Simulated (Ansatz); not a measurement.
Cu Kα1 powder pattern (kinematic, no thermal factors).
| 2θ (°) | relative intensity |
| --- | --- |
| 23.72 | 23 |
| 27.44 | 100 |
| 27.50 | 49 |
| 28.34 | 1 |
| 39.19 | 39 |
| 39.24 | 77 |
| 46.33 | 9 |
| 46.41 | 4 |
| 48.55 | 42 |
| 56.63 | 14 |
| 56.78 | 6 |
| 62.25 | 2 |
| 62.32 | 3 |
| 64.05 | 19 |
| 64.09 | 19 |
| 64.19 | 18 |
| 71.06 | 28 |
| 71.16 | 13 |
| 76.08 | 2 |
| 76.14 | 1 |
| 84.25 | 5 |
| 84.38 | 9 |
| 89.11 | 2 |
| 89.17 | 1 |
| 89.29 | 1 |

The pattern is computed from a structure relaxed with DFT PBE, scalar-relativistic, plane waves, PAW (Ansatz). No spin polarisation. Its elements are Pb, Se, Te.

Q: Give the structure.

A: Te$_{3}$Pb$_{4}$Se.
Space group P4/mmm (No. 123). a = 4.593 Å, b = 4.593 Å, c = 12.961 Å, α = 90.00°, β = 90.00°, γ = 90.00°
```
atom  site  symmetry       x       y       z
  Te    1a     4/mmm  0.0000  0.0000  0.0000
  Te    2h       4mm  0.5000  0.5000  0.2509
  Pb    2g       4mm  0.0000  0.0000  0.7416
  Pb    1c     4/mmm  0.5000  0.5000  0.0000
  Pb    1d     4/mmm  0.5000  0.5000  0.5000
  Se    1b     4/mmm  0.0000  0.0000  0.5000
```

A pattern alone doesn't exclude other cells with like lines; this is the one computed.

The structure comes from a generated guess; another structure or a mixture of phases may lie lower.
